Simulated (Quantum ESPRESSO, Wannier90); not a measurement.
# Wannierisation of MgSe (zinc blende)

Cell from Materials Project (mp-13031), symmetrised, no further relaxation. Not found in the COD (Crystallography Open Database) copy used, which has the formula in other groups; not checked further. Method: LDA plane waves in Quantum ESPRESSO 7.5 (PseudoDojo norm-conserving files, 69 Ry, no spin polarisation, no spin-orbit coupling), Bloch states on a 10×10×10 mesh through Γ, Wannier90 4.0.1. Density: 10×10×10 mesh, cold smearing 0.01 Ry. Spin-orbit coupling, left out, would split the p-like bands by a few tenths of an eV.

On the energy scale of pw.x, whose zero is arbitrary, the valence-band maximum lies at 4.20 eV.

Input w.win:

```
num_bands = 4
num_wann = 4
exclude_bands = 1-9,14-24
num_iter = 800
conv_tol = 1.0e-6
conv_window = 4
write_hr = true
write_u_matrices = true
auto_projections = true
begin unit_cell_cart
ang
    0.0000000000    2.9689300000    2.9689300000
    2.9689300000    0.0000000000    2.9689300000
    2.9689300000    2.9689300000    0.0000000000
end unit_cell_cart
begin atoms_frac
Mg   0.0000000000  0.0000000000  0.0000000000
Se  -0.2500000000 -0.2500000000 -0.2500000000
end atoms_frac
mp_grid = 10 10 10
begin kpoints
0.0000000000 0.0000000000 0.0000000000
0.0000000000 0.0000000000 0.1000000000
0.0000000000 0.0000000000 0.2000000000
... (997 more lines: the 10x10x10 mesh through Gamma)
end kpoints
```

Input of pw2wannier90.x that gives the overlap and projection files (equivalent; here they were cut from one run over all bands):

```
&inputpp
  outdir = './out'
  prefix = 'pwscf'
  seedname = 'w'
  write_amn = .true.
  write_mmn = .true.
  scdm_proj = .true.
  scdm_entanglement = 'isolated'
/
```

Output w.wout (banner and timings cut):

```
                                    ------
                                    SYSTEM
                                    ------

                              Lattice Vectors (Ang)
                    a_1     0.000000   2.968930   2.968930
                    a_2     2.968930   0.000000   2.968930
                    a_3     2.968930   2.968930   0.000000

                   Unit Cell Volume:      52.33954  (Ang^3)

                        Reciprocal-Space Vectors (Ang^-1)
                    b_1    -1.058157   1.058157   1.058157
                    b_2     1.058157  -1.058157   1.058157
                    b_3     1.058157   1.058157  -1.058157

 *----------------------------------------------------------------------------*
 |   Site       Fractional Coordinate          Cartesian Coordinate (Ang)     |
 +----------------------------------------------------------------------------+
 | mg   1   0.00000   0.00000   0.00000   |    0.00000   0.00000   0.00000    |
 | se   1  -0.25000  -0.25000  -0.25000   |   -1.48446  -1.48446  -1.48446    |
 *----------------------------------------------------------------------------*
                                ------------
                                K-POINT GRID
                                ------------

             Grid size = 10 x 10 x 10      Total points = 1000

 *---------------------------------- MAIN ------------------------------------*
 |  Number of Wannier Functions               :                 4             |
 |  Number of Objective Wannier Functions     :                 4             |
 |  Number of input Bloch states              :                 4             |
 |  Output verbosity (1=low, 5=high)          :                 1             |
 |  Timing Level (1=low, 5=high)              :                 1             |
 |  Optimisation (0=memory, 3=speed)          :                 3             |
 |  Length Unit                               :               Ang             |
 |  Post-processing setup (write *.nnkp)      :                 F             |
 |  Using Gamma-only branch of algorithms     :                 F             |
 *----------------------------------------------------------------------------*
 *------------------------------- WANNIERISE ---------------------------------*
 |  Total number of iterations                :               800             |
 |  Number of CG steps before reset           :                 5             |
 |  Trial step length for line search         :             2.000             |
 |  Convergence tolerence                     :         0.100E-05             |
 |  Convergence window                        :                 4             |
 |  Iterations between writing output         :                 1             |
 |  Iterations between backing up to disk     :               100             |
 |  Write r^2_nm to file                      :                 F             |
 |  Write xyz WF centres to file              :                 F             |
 |  Write on-site energies <0n|H|0n> to file  :                 F             |
 |  Use guiding centre to control phases      :                 F             |
 |  Use phases for initial projections        :                 F             |
 *----------------------------------------------------------------------------*
 *-------------------------------- PLOTTING ----------------------------------*
 |  Plotting Hamiltonian in WF basis          :                 T             |
 *----------------------------------------------------------------------------*

 *---------------------------------- K-MESH ----------------------------------*
 +----------------------------------------------------------------------------+
 |                    Distance to Nearest-Neighbour Shells                    |
 |                    ------------------------------------                    |
 |          Shell             Distance (Ang^-1)          Multiplicity         |
 |          -----             -----------------          ------------         |
 |             1                   0.183278                      8            |
 |             2                   0.211631                      6            |
 |             3                   0.299292                     12            |
 |             4                   0.350951                     24            |
 |             5                   0.366556                      8            |
 |             6                   0.423263                      6            |
 |             7                   0.461240                     24            |
 |             8                   0.473222                     24            |
       ... (lines left out)
 +----------------------------------------------------------------------------+
 | The b-vectors are chosen automatically                                     |
 | The following shells are used:                       1                     |
 +----------------------------------------------------------------------------+
 |                        Shell   # Nearest-Neighbours                        |
 |                        -----   --------------------                        |
 |                          1               8                                 |
 +----------------------------------------------------------------------------+
 | Completeness relation is fully satisfied [Eq. (B1), PRB 56, 12847 (1997)]  |
 +----------------------------------------------------------------------------+
 |                  b_k Vectors (Ang^-1) and Weights (Ang^2)                  |
 |                  ----------------------------------------                  |
 |            No.         b_k(x)      b_k(y)      b_k(z)        w_b           |
 |            ---        --------------------------------     --------        |
 |             1         0.105816    0.105816   -0.105816    11.163752        |
 |             2         0.105816   -0.105816    0.105816    11.163752        |
 |             3        -0.105816    0.105816    0.105816    11.163752        |
 |             4         0.105816    0.105816    0.105816    11.163752        |
 |             5        -0.105816   -0.105816    0.105816    11.163752        |
 |             6        -0.105816    0.105816   -0.105816    11.163752        |
 |             7         0.105816   -0.105816   -0.105816    11.163752        |
 |             8        -0.105816   -0.105816   -0.105816    11.163752        |
 +----------------------------------------------------------------------------+
 |                           b_k Directions (Ang^-1)                          |
 |                           -----------------------                          |
 |            No.           x           y           z                         |
 |            ---        --------------------------------                     |
 |             1         0.105816    0.105816   -0.105816                     |
 |             2         0.105816   -0.105816    0.105816                     |
 |             3        -0.105816    0.105816    0.105816                     |
 |             4         0.105816    0.105816    0.105816                     |
 +----------------------------------------------------------------------------+

 Starting a new Wannier90 calculation ...

 Reading overlaps from w.mmn

 Reading projections from w.amn

 *------------------------------- WANNIERISE ---------------------------------*
 +--------------------------------------------------------------------+<-- CONV
 | Iter  Delta Spread     RMS Gradient      Spread (Ang^2)            |<-- CONV
 +--------------------------------------------------------------------+<-- CONV

 ------------------------------------------------------------------------------
 Initial State
  WF centre and spread    1  ( -1.121434, -1.121434, -1.121434 )     1.71730047
  WF centre and spread    2  ( -1.121434, -1.847496, -1.847496 )     1.71730047
  WF centre and spread    3  ( -1.847496, -1.847496, -1.121434 )     1.71730047
  WF centre and spread    4  ( -1.847496, -1.121434, -1.847496 )     1.71730047
  Sum of centres and spreads ( -5.937860, -5.937860, -5.937860 )     6.86920186

      0     0.687E+01     0.0000000000        6.8692018615  <-- CONV
        O_D=      0.0422044 O_OD=      0.9225619 O_TOT=      6.8692019 <-- SPRD
 ------------------------------------------------------------------------------
      1    -0.912E-01     0.1115145411        6.7779641963  <-- CONV
        O_D=      0.0181609 O_OD=      0.8553677 O_TOT=      6.7779642 <-- SPRD
      2    -0.336E-01     0.0953835049        6.7443754637  <-- CONV
        O_D=      0.0067336 O_OD=      0.8332063 O_TOT=      6.7443755 <-- SPRD
      3    -0.110E-01     0.0662100438        6.7333973872  <-- CONV
        O_D=      0.0022486 O_OD=      0.8267132 O_TOT=      6.7333974 <-- SPRD
      4    -0.323E-02     0.0441182449        6.7301693166  <-- CONV
        O_D=      0.0008514 O_OD=      0.8248823 O_TOT=      6.7301693 <-- SPRD
      5    -0.929E-03     0.0232748286        6.7292400658  <-- CONV
        O_D=      0.0005029 O_OD=      0.8243015 O_TOT=      6.7292401 <-- SPRD
       ... (lines left out)
     17    -0.203E-06     0.0003467258        6.7284197345  <-- CONV
        O_D=      0.0003580 O_OD=      0.8236262 O_TOT=      6.7284197 <-- SPRD
     18    -0.676E-07     0.0001924118        6.7284196669  <-- CONV
        O_D=      0.0003579 O_OD=      0.8236262 O_TOT=      6.7284197 <-- SPRD
     19    -0.375E-07     0.0001445883        6.7284196294  <-- CONV
        O_D=      0.0003578 O_OD=      0.8236262 O_TOT=      6.7284196 <-- SPRD
             <<<     Delta < 1.000E-06  over  4 iterations     >>>
             <<< Wannierisation convergence criteria satisfied >>>
 Final State
  WF centre and spread    1  ( -1.118903, -1.118903, -1.118903 )     1.68210491
  WF centre and spread    2  ( -1.118903, -1.850027, -1.850027 )     1.68210491
  WF centre and spread    3  ( -1.850027, -1.850027, -1.118903 )     1.68210491
  WF centre and spread    4  ( -1.850027, -1.118903, -1.850027 )     1.68210491
  Sum of centres and spreads ( -5.937860, -5.937860, -5.937860 )     6.72841963

         Spreads (Ang^2)       Omega I      =     5.904435583
        ================       Omega D      =     0.000357842
                               Omega OD     =     0.823626205
    Final Spread (Ang^2)       Omega Total  =     6.728419629
```
